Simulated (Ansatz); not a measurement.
**NaB₃H₈: 11B NMR of the central transition**

Cell: a Materials Project structure (computed, not necessarily an observed phase), atoms as given.

Space group Pmmn:1 (No. 59); a = 4.7139, b = 8.4318, c = 5.9841 Å.

```
site  Wyckoff  site symmetry       x       y       z
  Na       2a            mm2  0.5000  0.5000  0.9498
  B3       2b            mm2  0.0000  0.5000  0.4898
  B5       4e            m..  0.5000  0.8944  0.7676
  H9       4e            m..  0.5000  0.8346  0.5730
 H13       4f            .m.  0.7823  0.5000  0.5976
 H17       8g              1  0.2158  0.6628  0.1565
```

One atom of each set is listed.

All values are calculated (Ansatz; DFT, PBE, plane waves and PAW, scalar-relativistic, 420 eV cutoff, Γ-centred 7×4×6 k-points, Fermi–Dirac smearing 0.05 eV), not measured.

11B has I = 3/2 and Q = 40.59 mb (Pyykkö 2018); at 14.1 T its Larmor frequency is ν₀ = 192.6 MHz. Only the quadrupole interaction is simulated: positions count from each site's isotropic chemical shift, and J coupling is left out, as are shift anisotropy and dipolar coupling, which fast spinning averages.

Problem. What does the 11B spectrum (fast magic-angle spinning) show for each site?

Solution. 

```csv
site,first shell,C_Q (MHz),η,P_Q (MHz),δ_QIS (ppm),breadth (kHz)
B3,"4 H at 1.21–1.44 Å, 2 B at 1.78 Å",1.88,0.68,2.02,-2.74,1.21
B5,"3 H at 1.21–1.27 Å, 2 B at 1.78 Å; also 2 Na at 3.03 Å",0.956,0.34,0.974,-0.639,0.284
```

δ_QIS = −(ν_Q²/30ν₀²)[I(I+1) − 3/4](1 + η²/3) × 10⁶ ppm with ν_Q = 3|C_Q|/[2I(2I−1)]; it falls as 1/B₀² in ppm, and the breadth as 1/B₀ in kHz.

Hardware: 1 thread of Arm Neoverse V2 (aarch64; 8 cores open to the job, memory cap 2.5 GiB, no GPU), a shared host with a load of 0.5 a core. Wall time 35 s, CPU time 35 s, peak memory 0.69 GiB.
